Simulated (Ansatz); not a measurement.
**Computed properties of Ag$_{3}$Au**

Ag3Au:
```
CELL_PARAMETERS angstrom
      4.05816     0.00000     0.00000
      0.00000     4.05816     0.00000
      0.00000     0.00000     4.05816
ATOMIC_POSITIONS crystal
  Ag 0.50000 0.00000 0.50000
  Ag 0.00000 0.50000 0.50000
  Ag 0.50000 0.50000 0.00000
  Au 0.00000 0.00000 0.00000
```

Space group Pm-3m (No. 221), Cu3Au type; conventional cell a = b = c = 4.058 Å, α = β = γ = 90.00°.

Method: DFT-PBEsol in the program Ansatz with PAW potentials. Geometry: relaxed at this level of theory. Other levels are named where they apply.

### Cell and energy

Volume per atom: 16.71 Å³
Density: 12.93 g/cm³
Formation energy from the elements (no fitted shifts): -0.046 eV/atom

### Electronic structure

Electronic character: metallic (no gap)
Density of states at the Fermi level: 0.26 states/eV per atom (mean over ±0.08 eV)
Gap with spin–orbit coupling: none (metallic)

### Mechanics

* **Bulk modulus (Birch–Murnaghan fit)**: 131 GPa
* **Pressure derivative B′**: 5.7
* **Elastic constants (relaxed ions, GPa)**: C11 = 159, C12 = 118, C44 = 51.6
* **Mechanical stability**: stable (all eigenvalues of C positive)
* **Hill bulk and shear moduli**: 132 and 35.4 GPa
* **Young's modulus**: 97.6 GPa
* **Poisson's ratio**: 0.38
* **Debye temperature from the elastic constants**: 218 K

### Phonons

- Highest zone-centre frequency: 5.18 THz
- Zone-centre stability: no imaginary mode at Γ

The first step of the workflow began from a Materials Project structure, measured or hypothetical; the Crystallography Open Database copy checked does not list it. Whether it is the stable phase at ambient conditions was not checked. Symmetry was held in the PBEsol relaxation. No spin polarisation was allowed. As this level gives no gap, shear constants depend on the k-mesh and smearing (Fermi–Dirac, 0.1 eV here). As this level gives no gap, phonon frequencies hold no LO–TO term and depend on the k-mesh and smearing (Fermi–Dirac, 0.1 eV here). The references are the lowest solids computed at this level, not always the standard phases. Scalar-relativistic: spin–orbit coupling is off unless named, which matters more the heavier the elements.

Potentials: the later of the program's two PAW sets.
